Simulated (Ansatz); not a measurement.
Task: Each is relaxed and computed with DFT-r²SCAN in the program Ansatz with PAW potentials. Which is the only metal?
(A) Ga2O3, corundum
(B) GaPd3C, anti-perovskite
(C) SiGeC2, P-4m2 (Si on 1a, C on 2g, Ge on 1c)
(D) B4C, Cm (Pearson symbol mS30)

Result: B, GaPd3C, anti-perovskite. GaPd3C: metal; SiGeC2: gap 1.80 eV (indirect); B4C: gap 3.22 eV (indirect); Ga2O3: gap 3.56 eV (indirect). Typed or built starts, not in the databases checked: GaPd3C, anti-perovskite; SiGeC2, P-4m2 (Si on 1a, C on 2g, Ge on 1c). Standing as an ambient phase not checked: B4C, Cm (Pearson symbol mS30). All cells were relaxed under the symmetry of their starts (and spin orders); stability against distortions was not tested throughout. Named crystals with no word on spin ran without spin polarisation. Scalar-relativistic: spin–orbit coupling is off unless named, which matters more the heavier the elements.

Potentials: the earlier of the program's two PAW sets. The files were generated under PBE; for other functionals the program regenerates the frozen cores, and for LDA and PBEsol the local potential too.
